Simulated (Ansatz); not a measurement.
Take a crystal in which Hg has been replaced by Cd on all its sites, with the cell rescaled by a rough guess (in some cases also distorted within its space group) and nothing relaxed:

```
CELL_PARAMETERS angstrom
-3.43475 3.43475 3.55987
3.43475 -3.43475 3.55987
3.43475 3.43475 -3.55987
ATOMIC_POSITIONS crystal
Cd 0.87500 0.32927 0.95427
Cd 0.37500 0.92073 0.04573
Cd 0.67073 0.62500 0.54573
Cd 0.07927 0.12500 0.45427
```

Level of theory: DFT PBEsol, scalar-relativistic, plane waves, PAW in Ansatz.

Cutoff 420 eV; k points 10×10×10 on the computed 4-atom cell (Γ-centred); Gaussian smearing, width 0.10 eV; no spin polarisation.

Question: What pressure does the cell carry?

Answer: The pressure is -3.6 GPa (positive in compression), so the cell would contract.

Question: Is it a metal on this mesh?

Answer: Yes, a band crosses the Fermi level.

This form isn't the element's structure at ambient conditions.